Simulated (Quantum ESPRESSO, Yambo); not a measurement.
MoCl$_{6}$ (space group P-31m, No. 162): one geometry, one set of norm-conserving LDA (Quantum ESPRESSO, 80 Ry, no spin-orbit coupling) orbitals, self-energies from Yambo (3×3×2 Γ-centred k mesh, bands 2 to 197 and a 6 Ry block in the screening, 197 bands in G with the Bruneval-Gonze terminator, plasmon pole fitted at 27.2 eV).

| level | gap K → Γ (eV) | direct gap at Γ (eV) |
|---|---|---|
| LDA (Quantum ESPRESSO) | 0.94 | 1.08 |
| exchange only (Hartree-Fock self-energy on LDA orbitals) | 9.74 | 9.59 |
| static COHSEX@LDA | 3.15 | 3.28 |
| G0W0@LDA, plasmon pole | (withheld) | (withheld) |
| G0W0@LDA, multipole fit to 8 frequencies, no terminator | (withheld) | (withheld) |

**Question.** Fill in the missing entries.

**Answer.** 
- G0W0@LDA, plasmon pole, gap K → Γ (eV): 2.54
- G0W0@LDA, plasmon pole, direct gap at Γ (eV): 2.66
- G0W0@LDA, multipole fit to 8 frequencies, no terminator, gap K → Γ (eV): 2.52
- G0W0@LDA, multipole fit to 8 frequencies, no terminator, direct gap at Γ (eV): 2.63

Bare exchange has no screening and gives the widest gap; static COHSEX screens it but leaves out the frequency dependence, which G0W0 restores. All rows use the LDA edge points; in the exchange only run other k points give a smaller gap, 9.43 eV.

Nearest settings tried, and what they do to the gap: 129 bands in G: +11 meV; 95 bands in W: +35 meV; 3×3×1 mesh: +70 meV. Not varied: block. So the settings aren't converged at that level.

Geometry of the Materials Project entry, not relaxed at this level; primitive cell a = b = 6.1735 Å, c = 5.6659 Å, α = β = 90.00°, γ = 120.00°.

The structure is a Materials Project entry; no match was found in the copy of COD used, and its stability was not checked.
